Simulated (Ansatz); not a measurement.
Cs:
```
CELL_PARAMETERS angstrom
      5.34037     0.00000     0.00000
     -2.67019     4.62490     0.00000
      0.00000     0.00000     8.82632
ATOMIC_POSITIONS crystal
  Cs 0.33333 0.66667 0.25000
  Cs 0.66667 0.33333 0.75000
```

Relaxed with PBEsol. Special points in fractions of this cell's reciprocal vectors: Γ (0.000, 0.000, 0.000); M (0.500, 0.000, 0.000); K (0.333, 0.333, 0.000); A (0.000, 0.000, 0.500); L (0.500, 0.000, 0.500); H (0.333, 0.333, 0.500).

Q: List the band energies nearest the Fermi level at these points for PBEsol in the plane-wave PAW code Ansatz.

A: In eV from the Fermi level; about four levels below and three above (degenerate sets whole), none deeper than 8.9 eV; … stands for higher levels left out; points with the same levels are listed once.

```json
[
 {"k": "Γ", "below": "-1.75 -0.09", "above": "0.77 2.40 2.43 2.43"},
 {"k": "M", "below": "-0.02", "above": "0.35 0.74 0.97"},
 {"k": "K", "below": "–", "above": "0.62 0.62 0.66"},
 {"k": "A", "below": "-1.12 -1.12", "above": "1.61 1.61 …"},
 {"k": "L", "below": "–", "above": "0.14 0.14 0.96 0.96"},
 {"k": "H", "below": "–", "above": "0.79 0.79 0.87 0.87"}
]
```

Space group P6_3/mmc (hcp (Mg type)). The workflow started from a Materials Project entry (that database holds measured and hypothetical structures alike); the Crystallography Open Database copy checked does not list it. It is not the phase usual at ambient conditions (space group No. 229). The PBEsol relaxation kept the symmetry of its start; its stability against distortions is not shown here. Scalar-relativistic: spin–orbit coupling is off unless named, which matters more the heavier the elements.

Potentials: the earlier of the program's two PAW sets.
